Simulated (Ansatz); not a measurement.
**C: energy along a strain**

C, Fd-3m, a = 3.567 Å (as given, not relaxed at this level: -2.4 GPa). Ansatz: r2SCAN, PAW, 500 eV, Γ-centred 12×12×12 mesh on 2 atoms, Gaussian smearing 0.05 eV; no spin polarisation. Cell vectors (Å): 0.000 1.783 1.783; 1.783 0.000 1.783; 1.783 1.783 0.000. The cell is strained by x per cent times the pattern (1 1 0 0 0 0) in the order xx yy zz yz xz xy (engineering shears), with fractional coordinates held. y is the free energy over the start, V0 = 5.672 Å³/atom. Points with a strain past 8.5 % were computed too (3) and aren't used here.

```
x (%) y (meV/atom)
-7.50             ?
-5.00        110.64
-2.50         23.98
 0.00          0.00
 2.50         29.85
 5.00        105.64
 7.50        220.35
```

Problem. Fit y = c1 x + c2 x² + c3 x³ to the other rows, get the stiffness along the pattern, and predict the missing energy.

Solution. Least squares on the rows shown. y = 1.6231 x + 4.3276 x² − 0.083735 x³. The clamped-ion stiffness p·C·p = 2 × 43.28 eV × 160.2 / 5.672 Å³ = 2445 GPa (second derivative at the start, which stands under stress). At x = -7.50 the fit asked for gives 266.58 meV/atom. The run gave 269.96 meV/atom, so the fit is 3.38 meV/atom too low, 1.3 % of the span of the series, against an rms of 0.18 meV/atom on the fitted rows. The row lies outside the fitted range. With a term in x⁴ added, a fit to the same known rows predicts 269.72 meV/atom, so most of the miss is curvature that the known rows already hold.